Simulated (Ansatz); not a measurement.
Li (Im-3m), stationary points along a deformation path

Theory: DFT LDA, scalar-relativistic, plane waves, PAW (Ansatz). Cutoff 420 eV, Γ-centred 22×22×22 k-points, Gaussian smearing of 0.15 eV. No spin polarisation. Energies are free energies at this smearing, counted from the undisturbed cell; pressure is positive in compression.

Reference structure (as given, not relaxed at this level; it stands at -1.5 GPa):

```yaml
crystal:
  lattice:
    - [-1.75000, 1.75000, 1.75000]
    - [1.75000, -1.75000, 1.75000]
    - [1.75000, 1.75000, -1.75000]
  atoms:
    - { symbol: Li, position: [0.00000, 0.00000, 0.00000] }
```

At fixed volume and fractional coordinates, lengths along (0.577, 0.577, 0.577) are scaled against those across it; ρ is that ratio over its starting value. V = 21.438 Å³/atom. Δσ is the stress along the axis less the mean stress across it (compression positive).

| ρ | ΔE (meV/atom) | Δσ (GPa) | space group |
| --- | --- | --- | --- |
| 0.500 | 906.4 | 36.70 | R-3m |
| 0.600 | 425.5 | 22.93 | R-3m |
| 0.710 | 162.3 | 12.66 | R-3m |
| 0.850 | 30.1 | 4.52 | R-3m |
| 0.930 | 5.6 | 1.75 | R-3m |
| 1.000 | 0.0 | 0.00 | Im-3m |
| 1.080 | 5.1 | -1.34 | R-3m |
| 1.200 | 23.2 | -2.42 | R-3m |
| 1.410 | 62.2 | -2.79 | R-3m |
| 1.700 | 102.4 | -1.72 | R-3m |
| 2.000 | 115.3 | 0.00 | Pm-3m |

How does the stress give the slope of the energy, and where is the energy stationary?

Along the path d ln(length) is 2/3 d ln ρ on the axis and −1/3 d ln ρ across it, so dE/d ln ρ = −(2/3) V Δσ: the energy falls with ρ where Δσ is positive. Δσ vanishes or changes sign at ρ = 1.000 (Im-3m), a minimum at 0.0 meV/atom; at ρ = 2.000 (Pm-3m, an end of the scan), at 115.3 meV/atom. Pairs of stationary points between two samples would go unseen, and could change a minimum read from distant neighbours into a maximum. At ρ = 1.000, 2.000 the cell is cubic, where symmetry alone makes the stress isotropic and the slope zero.

Which shear constant sets the curvature at ρ = 1?

For a cubic crystal E/V = (2/3) C (ln ρ)² with C = C44, so Δσ = −2C ln ρ. The parabola of Δσ against ln ρ through ρ = 0.930, 1 and 1.080 gives C ≈ 10.4 GPa with the ions clamped, rough because the steps are large. It is the stress–strain coefficient at this cell's pressure of -1.5 GPa, not the zero-pressure constant.

In a metal these slopes depend on the k mesh and the smearing.

Cost: 11 runs of about 2.1 core-minutes in all, on Arm Neoverse N1 (shared hosts).